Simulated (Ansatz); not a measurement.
The start is a generated cell, Te2Mo placed in the baddeleyite structure type. Cell shape, volume and atoms are optimised at zero target pressure with r2SCAN (plane waves to 500 eV, PAW, scalar-relativistic; Ansatz, a program for electronic structure). The first steps use a coarse 3×3×3 k-mesh.

The start:
```
Te2Mo
1.0
    7.16906     0.00000     0.00000
    0.00000     7.25410     0.00000
   -1.18714     0.00000     7.30540
Mo Te
4 8
Direct
  0.27540   0.03950   0.20830
  0.72460   0.53950   0.29170
  0.72460   0.96050   0.79170
  0.27540   0.46050   0.70830
  0.07000   0.33170   0.34470
  0.93000   0.83170   0.15530
  0.93000   0.66830   0.65530
  0.07000   0.16830   0.84470
  0.44960   0.75690   0.47920
  0.55040   0.25690   0.02080
  0.55040   0.24310   0.52080
  0.44960   0.74310   0.97920
```

### Question
What band gap does the relaxed structure have at this level?

### Answer
No gap (metallic).

### Question
What does it relax into? Give the structure.

### Answer

```cif
data_Mo4Te8
_chemical_formula_sum 'Mo4 Te8'
_space_group_name_H-M_alt 'P21/c'
_space_group_IT_number 14
_space_group_name_Hall '-P 2ybc'
_cell_length_a 6.65601
_cell_length_b 6.20723
_cell_length_c 7.41806
_cell_angle_alpha 90.000
_cell_angle_beta 104.373
_cell_angle_gamma 90.000
loop_
_atom_site_label
_atom_site_type_symbol
_atom_site_symmetry_multiplicity
_atom_site_Wyckoff_symbol
_atom_site_fract_x
_atom_site_fract_y
_atom_site_fract_z
_atom_site_occupancy
Mo1 Mo 4 e 0.29057 0.05092 0.20399 1
Te1 Te 4 e 0.04470 0.25147 0.40046 1
Te2 Te 4 e 0.55207 0.24991 0.01395 1
```

The space group stays P2₁/c (No. 14) (the run could not lower it), with 12 atoms in the primitive cell. Final values are on a 6×6×5 k-mesh of the relaxed cell. No spin polarisation in the result.

The run could not lose the symmetry of its start: the end is stationary, and may be a saddle point rather than a minimum.

The relaxed structure here is a generated cell of Te2Mo: the first start was made by placing the elements on the sites of a structure type, and the end was not matched to a known phase here, so it may be hypothetical. Known forms of Te2Mo include space group No. 194.
